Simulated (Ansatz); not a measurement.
Starting cell, Ca (fcc, Cu type):

```yaml
crystal:
  lattice:
    - [0.00000, 5.52650, 5.52650]
    - [2.76325, 2.76325, 5.52650]
    - [2.76325, 2.76325, 0.00000]
  atoms:
    - { symbol: Ca, position: [0.00000, 0.00000, 0.00000] }
    - { symbol: Ca, position: [0.50000, 0.00000, 0.00000] }
```

The atoms are displaced by Q × the pattern below (from a DFPT mode at X = (0.5, 0.5, 0.0), largest move 1; Q in Å), at fixed cell. It is one choice among 2 degenerate patterns. (q is in reciprocal vectors of the primitive cell; the cell shown is doubled to hold the pattern.)

```csv
atom,x,y,z
Ca1,0.000,1.000,0.000
Ca2,0.000,-1.000,0.000
```

Calculation: PBE (plane waves to 420 eV, PAW, scalar-relativistic; Ansatz, a first-principles code). k mesh 15×15×15 (Γ-centred), Fermi-Dirac smearing 0.05 eV. The energy includes the smearing's −TS. With partly filled bands, energies and forces of such displacements shift with the k mesh and the smearing. Ca was relaxed with its symmetry unable to fall. The zero of ΔE is the undisplaced structure. The last digit holds for this mesh only.

| Q (Å) | ΔE (meV/cell) |
|---|---|
| -0.2800 | withheld |
| -0.2333 | 130.8 |
| -0.1867 | 83.8 |
| -0.1400 | 47.1 |
| -0.0933 | 20.9 |
| -0.0467 | 5.2 |
| 0.0000 | 0.0 |
| 0.0467 | 5.2 |
| 0.0933 | 20.9 |
| 0.1400 | 47.1 |
| 0.1867 | 83.8 |
| 0.2333 | 130.8 |
| 0.2800 | withheld |

Fit an even polynomial form (powers 2, 4) to the given rows and predict ΔE at Q = 0.2800.

Least squares on the 11 given rows: ΔE = (2403)·Q² + (-2.804)·Q⁴, in meV/cell with Q in Å; root-mean-square residual 0.03 meV/cell. At 0.2800 the fit gives 188.4 meV/cell; the calculation gives 188.2 meV/cell, so the extrapolation is off by 0.2 (+0.1 %). The quadratic term alone would give 188.4 meV/cell.

(A displaced cell: forces are minus the slopes of the energy, force constants its curvatures, and phonons follow from these.)
